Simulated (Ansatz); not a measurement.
# Equation of state of HfB

```yaml
crystal:
  lattice:
    - [0.00000, 2.31000, 2.31000]
    - [2.31000, 0.00000, 2.31000]
    - [2.31000, 2.31000, 0.00000]
  atoms:
    - { symbol: Hf, position: [0.50000, 0.50000, 0.50000] }
    - { symbol: B, position: [0.00000, 0.00000, 0.00000] }
```

The cell comes from COD entry 1511179, which wasn't checked; take it as a given geometry.

Spin polarisation is left out, and whether a magnetic state lies lower isn't shown here.

No spin–orbit coupling, which matters for the heavy atoms here.

All numbers are computed: DFT, LDA, all-electron LAPW, scalar-relativistic (Ansatz 0.2.0); DFT, LDA, PAW with Ansatz's default frozen-core files, scalar-relativistic (Ansatz 0.2.0).

For LAPW: a Γ-centred 15×15×15 k mesh, Fermi–Dirac smearing of 0.05 eV, basis error target 0.25 meV/atom, no spin polarisation. PAW takes a cutoff of 420 eV at this cell (files made with PBE, cores remade for this functional). The Ansatz runs share mesh, smearing and spin set-up. Plane-wave (PAW) pressures include the program's estimate of the Pulay term.

The cell above is scaled evenly, with fractional coordinates and shape held.

```tsv
V/V(cell)	V (Å³/atom)	P, LAPW (GPa)	P, PAW (GPa)	free energy over the lowest listed, PAW (meV/atom)
0.9400	11.587	?	?	?
0.9600	11.833	29.49	29.44	124.5
0.9800	12.080	23.62	23.57	83.8
0.9900	12.203	20.88	20.83	66.7
1.0000	12.326	18.26	18.22	51.7
1.0100	12.450	15.76	15.72	38.6
1.0200	12.573	13.37	13.33	27.4
1.0400	12.819	8.89	8.86	10.4
1.0600	13.066	4.80	4.77	0.0
```

(1) Fill in the row V/V(cell) = 0.9400.

Results:

(1) P, LAPW (GPa) = 35.92, P, PAW (GPa) = 35.86, free energy over the lowest listed, PAW (meV/atom) = 174.6.
